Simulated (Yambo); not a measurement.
Yambo run on SiO2 (α-quartz, space group P3_221, No. 154). The wavefunctions are LDA (pw.x of Quantum ESPRESSO, ONCV potentials, without SOC) ones on a 3×3×4 mesh (24 occupied bands); a = 4.917 Å, b = 4.917 Å, c = 5.432 Å, α = 90.00°, β = 90.00°, γ = 120.00°.

Yambo input:

```
rim_cut
HF_and_locXC
RandQpts= 1000000
RandGvec= 1 Ry
EXXRLvcs= 84 Ry
VXCRLvcs= 336 Ry
% QPkrange
 1 | 1 | 24 | 25 |
 3 | 3 | 24 | 25 |
 7 | 7 | 24 | 25 |
 9 | 9 | 24 | 25 |
%
```

k points by index: 1 = Γ, 3 = A, 7 = K, 9 = H.

Resulting energies as the program prints them:

```
#    K-point    Band    Eo [eV]    Ehf [eV]    Vxc [eV]    Vnlxc [eV]
#
    1    24    -0.312768    -6.301425    -19.26856    -25.25722
    1    25    5.757090    10.53886    -11.38252    -6.600751
    3    24    -0.086366    -6.105683    -19.68390    -25.70321
    3    25    7.679317    12.78172    -12.63101    -7.528614
    7    24    0.000000    -5.975749    -19.82021    -25.79596
    7    25    8.645981    14.08380    -12.66468    -7.226862
    9    24    -0.580534    -6.644875    -19.10882    -25.17316
    9    25    8.792088    14.93133    -14.25515    -8.115909
```
Exchange alone, without screening.

Geometry of the Materials Project entry, not relaxed at this level.
